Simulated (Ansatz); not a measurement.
The relaxed structure here is a generated cell of AlPt: the first start was made by placing the elements on the sites of a structure type, and the end was not matched to a known phase here, so it may be hypothetical.

A relaxed structure of AlPt. Space group Fm-3m (No. 225), rock salt type. Level of theory: PBEsol (plane waves to 420 eV, PAW, scalar-relativistic; Ansatz, a first-principles code).

```cif
data_Al4Pt4
_chemical_formula_sum 'Pt4 Al4'
_space_group_name_H-M_alt 'Fm-3m'
_space_group_IT_number 225
_space_group_name_Hall '-F 4 2 3'
_cell_length_a 5.08097
_cell_length_b 5.08097
_cell_length_c 5.08097
_cell_angle_alpha 90.000
_cell_angle_beta 90.000
_cell_angle_gamma 90.000
loop_
_atom_site_label
_atom_site_type_symbol
_atom_site_symmetry_multiplicity
_atom_site_Wyckoff_symbol
_atom_site_fract_x
_atom_site_fract_y
_atom_site_fract_z
_atom_site_occupancy
Pt1 Pt 4 a 0.00000 0.00000 0.00000 1
Al1 Al 4 b 0.50000 0.50000 0.50000 1
```
(The calculation used a cell of 2 atoms; values per cell refer to that cell.)

| Quantity | Result |
|---|---|
| Volume per atom | 16.40 Å³ |
| Band gap | zero (metallic) |
| Shortest distances | Al–Pt 2.54 Å; Al–Al 3.59 Å; Pt–Pt 3.59 Å |
| k-mesh | 16×16×16 |

Band energies at high-symmetry points (eV from the Fermi level; labels of this space group; no spin-orbit coupling), from −5 eV up to 1.5 eV:

| point | energies |
|---|---|
| Γ | -3.50 -3.50 -3.50 -3.38 -3.38 |
| X | -4.60 -3.01 -2.79 -1.84 -1.84 -0.76 |
| U | -4.72 -3.79 -3.43 -2.06 -1.77 -0.28 0.59 |
| K | -4.72 -3.79 -3.43 -2.06 -1.77 -0.28 0.59 |
| L | -4.22 -4.22 -2.19 -2.19 -1.13 |
| W | -4.17 -4.17 -4.00 -1.83 -1.39 0.25 0.25 |

No spin polarisation in the result.

The run could not lose the symmetry of its start, so the end can be a saddle point.

All atoms sit on sites fixed by symmetry, so only the cell could relax.
